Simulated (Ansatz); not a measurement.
PbSe:
Space group F-43m (No. 216); a = 6.8999 Å, b = 6.8999 Å, c = 6.8999 Å, α = 90.00°, β = 90.00°, γ = 90.00°

```csv
atom,site,symmetry,x,y,z
Se,4c,-43m,0.2500,0.2500,0.2500
Pb,4a,-43m,0.0000,0.0000,0.0000
```
(The calculation used a cell of 2 atoms; values per cell refer to that cell.)

Relaxed with PBE.

**Question.** Decompose the optical modes at the zone centre into irreducible representations, and say which are infrared and Raman allowed.

**Answer.** Point group -43m: Γ_opt = T2. Infrared: T2. Raman: T2.

**Question.** Assign frequencies (DFPT, PBE (plane waves, PAW; program Ansatz); without the LO–TO term).

**Answer.** T2 117 cm⁻¹.

The cell is a constructed one: a structure type filled with these elements; neither database checked (COD, Materials Project) lists it. It is not the phase usual at ambient conditions (space group No. 225). The PBE relaxation kept the symmetry of its start. At this level the phase is mechanically unstable. Spin–orbit coupling is left out wherever it is not named.

Potentials: the later of the program's two PAW sets.
